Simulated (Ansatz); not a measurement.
An Ansatz (a program for electronic structure) run. Input:

Ansatz 0.2 input:
```yaml
crystal:
  lattice:
    - [0.0, 2.9926849218, 2.9926849218]
    - [2.9926849218, 0.0, 2.9926849218]
    - [2.9926849218, 2.9926849218, 0.0]
  atoms:
    - { symbol: Li, position: [0.25, 0.25, 0.25] }
    - { symbol: Li, position: [0.75, 0.75, 0.75] }
    - { symbol: Se, position: [0.0, 0.0, 0.0] }
kpoints:
  mp_grid: { grid: [8, 8, 8] }
hamiltonian:
  xc: r2scan
  pseudopotentials: { kind: paw }
scf:
  occupations: { method: fixed }
checkpoint: { read: static.run }
output: { bader: true, populations: true }
```

Output (shortened):

```
Pseudopotentials: kind: paw
Pseudopotential: Li, paw, valence charge 3
Pseudopotential: Se, paw, valence charge 16
Functional definition: r2SCAN
Crystal: 3 atoms, lattice volume = 53.606 Å³
Basis set: ecut = 500 eV, 1363 PW (Γ), exchange–correlation on 128×128×128 points (64 copies of the dense FFT grid, shifted against one another)
Bands: 15, of which v1, the nominal top of the filled ones, is band 11 counted from 1 (10 counted from 0)
Symmetry: 48 space group operations
Space group: Fm-3m (ITA 225), of the structure as read, at distance tolerance 3.8e-5 Å
k-points: 29 of 512
PAW frozen core: Se, regenerated for the run's functional
Initial density: read from a saved state, or passed on in memory by an earlier SCF of this step, an earlier step, the calling program or the single point that …
Stability of the state it starts from, as read at its close in the unpolarized treatment …
Initial wavefunctions: pseudopotential atomic-orbital guess
Eigensolver: davidson
Functional: x = r2scan, c = r2scan; τ floored in thin density (d = 2e-4 eV/Å³)
iter 1 solved again at ethr=2.06e-7 eV; its pass at ethr=3.10e-3 eV (dr2=4.54e-5 eV) is discarded
SCF iter   1: F=—  HF=-5892.682265 eV  |F-HF|=—  |Δ(HF+E_count)|=         —  Δρ=5.23e-7  dr2=5.38e-11  dr2_τ=3.46e-12  ethr=2.06e-7  ⟨swp⟩=2.0  Hψ=2851  notcnv=0  defer=45
all-band conjugate gradients solve this SCF's bands
preconditioner: auto → none
SCF iter   2: F=-5892.682265 eV  HF=-5892.682265 eV  |F-HF|=4.55e-12  |Δ(HF+E_count)|=   2.65e-8  Δρ=2.24e-7  dr2=1.62e-11  dr2_τ=1.20e-12  ethr=1.00e-12  ⟨swp⟩=5.7  Hψ=1745  notcnv=0
SCF 1 converged in 2 iterations: F = -5892.682265 eV  dr2 = 1.62e-11
SCF converged after 2 iterations
Free energy (F): -5892.682265 eV
Harris-Foulkes:  -5892.682265 eV  (|F-HF|=4.55e-12)
Internal energy: -5892.682265 eV  (E = F + TS)
E sigma→0 (E₀):  -5892.682265 eV
Fermi energy:    3.198031 eV
--- Per-component energies (eV) ---
  E_band       = -607.515764
  E_kinetic    = 164.915396
  E_local      = -3013.171279  (includes V_loc(G=0)·N_el)
  E_nonlocal   = -662.663101
  E_hartree    = 1429.223477
  E_xc         = -120.981776
  E_vxc        = -137.944457  (∫ρ·V_xc dr)
  E_paw        = -1968.281227  (= ΣΔE_a)
  E_vpaw       = 175.830591  (= ΣTr[D̂ρ^β])
  E_aug_tail   = -0.000422  (compensation charges beyond the density's cutoff)
  E_vtau       = 7.070580  (kinetic-family band-sum trace: ∫τ·v_τ [+ j·A + Jᵃ·Aᵃ] dr)
  E_ewald      = -1719.958563
  E_core_change = -1.764770  (= ΣΔE_core)
  E_smearing   =  0.000000  (= −TS)
  E_closure    =  0.000000  (closes the sum)
  Σ components = -5892.682265   (vs F -5892.682265, Δ=0.00e0)
  [band-id]    e_kinetic+e_local+e_nonlocal+2·e_hartree+e_vxc+e_vpaw+e_augmentation_tail+e_vtau = -607.515737   (vs E_band -607.515764, Δ=2.61e-5)
--- Band table (eV; the first three rows and the last of 29) ---
  k-point 0: bands = ["-43.0524", "-43.0524", "-43.0524", "-43.0475", "-43.0475", "-42.8246", "-42.8006", "-8.6165", "3.1980", "3.1980", "3.1980", "7.2983", "9.5402", "9.5402", "9.5402"]
  k-point 1: bands = ["-43.0531", "-43.0524", "-43.0524", "-43.0475", "-43.0475", "-42.8236", "-42.8008", "-8.5638", "2.5620", "3.1075", "3.1075", "7.7829", "9.7771", "9.7771", "9.9073"]
  k-point 2: bands = ["-43.0547", "-43.0524", "-43.0524", "-43.0475", "-43.0475", "-42.8206", "-42.8019", "-8.4299", "1.4387", "2.9110", "2.9110", "8.4584", "10.0817", "10.0817", "10.8221"]
  k-point 28: bands = ["-43.0554", "-43.0554", "-43.0522", "-43.0475", "-43.0474", "-42.8089", "-42.8089", "-8.0924", "1.2705", "1.2705", "1.4476", "8.8396", "10.4053", "12.0267", "12.0267"]
  band table: 15 of 15 bands, residual norms ≤ 1.0e-3 eV
--- Löwdin populations: 3 sites ---
  site symbol       q [e]
     0     Li      2.3475
     1     Li      2.3475
     2     Se     17.1787
  spilling = 0.005741 (of n_electrons = 22.000000)
--- Bader charges: 3 sites ---
  site symbol  charge [e]  shift [e]
     0     Li      0.8789     0.0005
     1     Li      0.8789     0.0005
     2     Se     -1.7578     0.0009
  shift: an alarm, by how much a part of what the PAW files miss would move the charge. Where it is large, compare
  with a run on PAW files of another source; a small one proves nothing
  estimated error of the sums over rays = 2.2e-4 e
```

Cost: around 28 core-seconds (rough) on shared cores.

Symmetry was held in the r²SCAN relaxation. Scalar-relativistic: spin–orbit coupling is off unless named, which matters more the heavier the elements.

Potentials: the later of the program's two PAW sets.

Ansatz is a plane-wave DFT program.
